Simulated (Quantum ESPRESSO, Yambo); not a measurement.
Ca₂RuH₆ (space group Fm-3m, No. 225): one geometry, one set of norm-conserving PBEsol (Quantum ESPRESSO, 84 Ry, scalar-relativistic) orbitals, self-energies from Yambo (4×4×4 Γ-centred k mesh, bands 5 to 174 and a 8 Ry block in the screening, 174 bands in G with the Bruneval-Gonze terminator, plasmon pole fitted at 27.2 eV).

```tsv
level	gap W → X (eV)	direct gap at X (eV)
PBEsol (Quantum ESPRESSO)	2.34	2.35
exchange only (Hartree-Fock self-energy on PBEsol orbitals)	10.92	10.91
static COHSEX@PBEsol	…	…
G0W0@PBEsol, plasmon pole	…	…
```

**Question.** Some entries are withheld; supply them.

**Answer.** 
- static COHSEX@PBEsol, gap W → X (eV): 4.36
- static COHSEX@PBEsol, direct gap at X (eV): 4.36
- G0W0@PBEsol, plasmon pole, gap W → X (eV): 3.69
- G0W0@PBEsol, plasmon pole, direct gap at X (eV): 3.70

Bare exchange has no screening and gives the widest gap; static COHSEX screens it but leaves out the frequency dependence, which G0W0 restores.

Nearest settings tried, and what they do to the gap: 111 bands in G: +4 meV; 81 bands in W: -16 meV; 3 Ry block (65 vectors against 283): -54 meV. Not varied: mesh. So the settings aren't converged at that level.

Spin-orbit coupling is not included.

Geometry of the Materials Project entry, not relaxed at this level; primitive cell a = 5.0865 Å, b = 5.0865 Å, c = 5.0865 Å, α = 60.00°, β = 60.00°, γ = 60.00°.

The structure is a Materials Project entry; no match was found in the copy of COD used, and its stability was not checked.
